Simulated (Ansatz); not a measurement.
Theory: DFT, PBEsol, plane waves (420 eV) with PAW, scalar-relativistic in Ansatz. (PAW data from PBE, frozen cores regenerated.)

An element in the omega (AlB2-type) structure gives this curve. The cell is scaled uniformly from the relaxed one, with fractional coordinates and shape fixed. Energies are extrapolated to zero smearing, pressures are those at the given smearing. Magnetic state: spin not included. Spin polarisation is off; a magnetic state may lie lower.

| V (Å³/atom) | E − E₀ (meV/atom) | P (GPa) |
| --- | --- | --- |
| 8.822 | 170.3 | 52.40 |
| 9.223 | 68.5 | 30.91 |
| 9.624 | 15.0 | 13.72 |
| 10.025 | 0.0 | -0.03 |
| 10.426 | 15.9 | -11.02 |
| 10.827 | 56.6 | -19.81 |
| 11.228 | 116.9 | -26.80 |

**Question.** Which element is it?
A. vanadium
B. iron
C. nickel
D. cobalt

**Answer.** B. Its fit is V₀ = 10.00 Å³/atom, B₀ = 310 GPa, B₀′ = 4.6.
